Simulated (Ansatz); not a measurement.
Input, command and steps of an Ansatz relaxation.

```yaml
crystal:
  lattice:
    - [4.0920017527, 0.0, 0.0]
    - [-2.0460008764, 3.5437774702, 0.0]
    - [0.0, 0.0, 5.145]
  atoms:
    - { symbol: Cr, position: [0.0, 0.0, 0.0], spin: 2.98 }
    - { symbol: Cr, position: [0.0, 0.0, 0.5], spin: 2.98 }
    - { symbol: Co, position: [0.3333333333, 0.6666666667, 0.25], spin: 0.7 }
    - { symbol: Co, position: [0.6666666667, 0.3333333333, 0.75], spin: 0.7 }
    - { symbol: Ge, position: [0.3333333333, 0.6666666667, 0.75], spin: -0.11 }
    - { symbol: Ge, position: [0.6666666667, 0.3333333333, 0.25], spin: -0.11 }
basis:
  ecutwfc: 500
kpoints:
  mp_grid: { grid: [12, 12, 8] }
hamiltonian:
  xc: r2scan
scf:
  occupations: { method: gaussian, width: 0.1 }
output:
  forces: true
  stress: true
  eigenvalues: true
  populations: true
magnetization:
  spin_polarized: true
relax:
  adjacent_minimum: "off"
  f_tol: 0.005
  max_steps: 80
  cell: { stress_tol: 0.05 }
```

```bash
ansatz run input.yaml --threads 1 --pin off --max-ram 2560MiB --backend cpu --events-out ev --progress --plain --runs-dir out
```

All numbers below come from Ansatz, DFT r2SCAN, scalar-relativistic, plane waves, PAW.

Of 5 frames 5 are shown, positions in Å and forces in eV/Å; the SCF threshold varies from step to step. Steps run on the plane waves of an earlier cell, with a Pulay correction in the pressure. The basis is chosen afresh for the last frame, the zero of the energies, and at times for earlier ones too; energy and pressure step there, also at an unchanged geometry.

```xyz
6
Lattice="4.0920 0.0000 0.0000 -2.0460 3.5438 0.0000 0.0000 0.0000 5.1450" Properties=species:S:1:pos:R:3:forces:R:3 pbc="T T T" step=1 free_energy_over_end_meV_per_atom=10.54 pressure_GPa=0.62
Cr    0.0000    0.0000    0.0000    0.0000    0.0000    0.0000
Cr    0.0000    0.0000    2.5725    0.0000    0.0000    0.0000
Co    0.0000    2.3625    1.2862    0.0000    0.0000    0.0000
Co    2.0460    1.1813    3.8588    0.0000    0.0000    0.0000
Ge    0.0000    2.3625    3.8588    0.0000    0.0000    0.0000
Ge    2.0460    1.1813    1.2862    0.0000    0.0000    0.0000
6
Lattice="4.0689 0.0000 0.0000 -2.0344 3.5237 0.0000 0.0000 0.0000 5.2347" Properties=species:S:1:pos:R:3:forces:R:3 pbc="T T T" step=2 free_energy_over_end_meV_per_atom=2.08 pressure_GPa=0.19
Cr    0.0000    0.0000    0.0000    0.0000    0.0000    0.0000
Cr    0.0000    0.0000    2.6173    0.0000    0.0000    0.0000
Co    0.0000    2.3492    1.3087    0.0000    0.0000    0.0000
Co    2.0344    1.1746    3.9260    0.0000    0.0000    0.0000
Ge    0.0000    2.3492    3.9260    0.0000    0.0000    0.0000
Ge    2.0344    1.1746    1.3087    0.0000    0.0000    0.0000
6
Lattice="4.0505 0.0000 0.0000 -2.0253 3.5079 0.0000 0.0000 0.0000 5.2991" Properties=species:S:1:pos:R:3:forces:R:3 pbc="T T T" step=3 free_energy_over_end_meV_per_atom=0.12 pressure_GPa=0.18
Cr    0.0000    0.0000    0.0000    0.0000    0.0000    0.0000
Cr    0.0000    0.0000    2.6496    0.0000    0.0000    0.0000
Co    0.0000    2.3386    1.3248    0.0000    0.0000    0.0000
Co    2.0253    1.1693    3.9743    0.0000    0.0000    0.0000
Ge    0.0000    2.3386    3.9743    0.0000    0.0000    0.0000
Ge    2.0253    1.1693    1.3248    0.0000    0.0000    0.0000
6
Lattice="4.0505 0.0000 0.0000 -2.0252 3.5078 0.0000 0.0000 0.0000 5.3062" Properties=species:S:1:pos:R:3:forces:R:3 pbc="T T T" step=4 free_energy_over_end_meV_per_atom=0.11 pressure_GPa=0.01
Cr    0.0000    0.0000    0.0000    0.0000    0.0000    0.0000
Cr    0.0000    0.0000    2.6531    0.0000    0.0000    0.0000
Co    0.0000    2.3385    1.3266    0.0000    0.0000    0.0000
Co    2.0252    1.1693    3.9797    0.0000    0.0000    0.0000
Ge    0.0000    2.3385    3.9797    0.0000    0.0000    0.0000
Ge    2.0252    1.1693    1.3266    0.0000    0.0000    0.0000
6
Lattice="4.0505 0.0000 0.0000 -2.0252 3.5078 0.0000 0.0000 0.0000 5.3062" Properties=species:S:1:pos:R:3:forces:R:3 pbc="T T T" step=5 free_energy_over_end_meV_per_atom=0.00 pressure_GPa=0.02
Cr    0.0000    0.0000    0.0000    0.0000    0.0000    0.0000
Cr    0.0000    0.0000    2.6531    0.0000    0.0000    0.0000
Co    0.0000    2.3385    1.3266    0.0000    0.0000    0.0000
Co    2.0252    1.1693    3.9797    0.0000    0.0000    0.0000
Ge    0.0000    2.3385    3.9797    0.0000    0.0000    0.0000
Ge    2.0252    1.1693    1.3266    0.0000    0.0000    0.0000
```

Time: 27 min on 1 thread of Intel(R) Xeon(R) Processor @ 2.50GHz (Skylake/Cascade Lake), on a shared host, peak memory 1.1 GiB.

The state reached may not be the lowest one. Only parallel moments were tried here.